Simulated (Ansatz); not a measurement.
Se:
Space group Fd-3m, origin choice 1 (No. 227); a = 6.2218 Å, b = 6.2218 Å, c = 6.2218 Å, α = 90.00°, β = 90.00°, γ = 90.00°

| atom | site | symmetry | x | y | z |
|---|---|---|---|---|---|
| Se | 8b | -43m | 0.5000 | 0.5000 | 0.5000 |
(The calculation used a cell of 2 atoms; values per cell refer to that cell.)

Relaxed with PBEsol.

Problem. Which orbitals make up the states near the Fermi level in DFT-PBEsol in the program Ansatz with PAW potentials?

Solution. Within 0.5 eV of the Fermi level: Se 4p 94 %. Projections are on Löwdin-orthogonalised atomic valence shells; empty p or d shells of many metals are not among them.

Problem. Tabulate the density of states.

Solution. States/eV per cell of 2 atoms, in 0.25 eV bins, energy from the Fermi level.

| E (eV) | total | Se 4p | Se 4s |
|---|---|---|---|
| -7.85 | 0.00 | 0.00 | 0.00 |
| -7.60 | 0.00 | 0.00 | 0.00 |
| -7.35 | 0.00 | 0.00 | 0.00 |
| -7.10 | 0.00 | 0.00 | 0.00 |
| -6.85 | 0.00 | 0.00 | 0.00 |
| -6.60 | 0.00 | 0.00 | 0.00 |
| -6.35 | 0.00 | 0.00 | 0.00 |
| -6.10 | 0.00 | 0.00 | 0.00 |
| -5.85 | 0.00 | 0.00 | 0.00 |
| -5.60 | 1.36 | 1.35 | 0.00 |
| -5.35 | 2.50 | 2.47 | 0.02 |
| -5.10 | 2.84 | 2.81 | 0.02 |
| -4.85 | 2.83 | 2.80 | 0.02 |
| -4.60 | 2.57 | 2.54 | 0.01 |
| -4.35 | 2.18 | 2.16 | 0.01 |
| -4.10 | 1.12 | 1.11 | 0.01 |
| -3.85 | 0.68 | 0.66 | 0.01 |
| -3.60 | 0.60 | 0.57 | 0.03 |
| -3.35 | 0.82 | 0.76 | 0.06 |
| -3.10 | 0.91 | 0.82 | 0.08 |
| -2.85 | 1.00 | 0.90 | 0.10 |
| -2.60 | 1.09 | 0.97 | 0.11 |
| -2.35 | 1.21 | 1.07 | 0.13 |
| -2.10 | 1.45 | 1.27 | 0.16 |
| -1.85 | 0.84 | 0.73 | 0.09 |
| -1.60 | 0.66 | 0.58 | 0.06 |
| -1.35 | 0.65 | 0.58 | 0.05 |
| -1.10 | 0.85 | 0.77 | 0.06 |
| -0.85 | 1.20 | 1.10 | 0.08 |
| -0.60 | 1.45 | 1.33 | 0.08 |
| -0.35 | 1.65 | 1.53 | 0.08 |
| -0.10 | 1.85 | 1.73 | 0.07 |
| 0.15 | 1.51 | 1.43 | 0.02 |
| 0.40 | 1.25 | 1.20 | 0.01 |
| 0.65 | 1.37 | 1.31 | 0.01 |
| 0.90 | 1.56 | 1.49 | 0.01 |
| 1.15 | 1.97 | 1.86 | 0.02 |
| 1.40 | 3.42 | 3.14 | 0.04 |
| 1.65 | 3.14 | 2.89 | 0.05 |
| 1.90 | 1.04 | 0.99 | 0.01 |
| 2.15 | 0.44 | 0.43 | 0.00 |
| 2.40 | 0.01 | 0.01 | 0.00 |
| 2.65 | 0.00 | 0.00 | 0.00 |
| 2.90 | 0.00 | 0.00 | 0.00 |
| 3.15 | 0.00 | 0.00 | 0.00 |
| 3.40 | 0.00 | 0.00 | 0.00 |
| 3.65 | 0.00 | 0.00 | 0.00 |
| 3.90 | 0.00 | 0.00 | 0.00 |
| 4.15 | 0.00 | 0.00 | 0.00 |
| 4.40 | 0.03 | 0.00 | 0.00 |
| 4.65 | 0.06 | 0.00 | 0.00 |

The start of the workflow was typed in or built on a structure type; neither database checked (COD, Materials Project) lists it. It is not the phase usual at ambient conditions (space group No. 152). The cell was relaxed with PBEsol under the symmetry of its start. At this level the phase is dynamically unstable (imaginary phonons). The volume moved by 22 % from the start of the relaxation. Spin–orbit coupling is left out wherever it is not named.

Potentials: the later of the program's two PAW sets.
